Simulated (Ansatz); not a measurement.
Relaxed LiF (rock salt):

```
LiF
1.0
    0.00000     3.99020     3.99020
    1.99510     0.00000     1.99510
    1.99510     1.99510     0.00000
F Li
2 2
Direct
  0.00000   0.00000   0.00000
  0.50000   0.00000   0.00000
  0.25000   0.50000   0.50000
  0.75000   0.50000   0.50000
```

A phonon eigenvector at L = (0.5, 0.0, 0.0) is frozen into this cell: atom i moves by Q times the vector below, so Q is the largest atomic displacement, in Å. The cell is held. It is one choice among 2 degenerate patterns. (q is in reciprocal vectors of the primitive cell; the cell shown is doubled to hold the pattern.)

```csv
atom,x,y,z
Li3,-0.285,0.520,-0.805
Li4,0.285,-0.520,0.805
```

Atoms not listed stay in place.

Computed with r2SCAN (plane waves to 500 eV, PAW, scalar-relativistic; Ansatz, a quantum-chemistry and plane-wave program). k mesh 7×14×14 (Γ-centred), Fermi-Dirac smearing 0.05 eV. The energy includes the smearing's −TS. LiF was relaxed with its symmetry unable to fall. ΔE is measured from the undisplaced structure.

The scan covers Q from -0.180 to 0.180 Å in 13 points.

### Question
Which space group does the distorted structure have?

### Answer
P-1 (No. 2), lowered from Fm-3m.

### Question
Is this a single well or a double well?

### Answer
A single well with its minimum at or next to zero displacement.

### Question
What is the energy change at Q = 0.180 Å?

### Answer
76.7 meV/cell.

### Question
What harmonic wavenumber does the curvature at Q = 0 give?

### Answer
301 cm⁻¹.

(A displaced cell: forces are minus the slopes of the energy, force constants its curvatures, and phonons follow from these.)
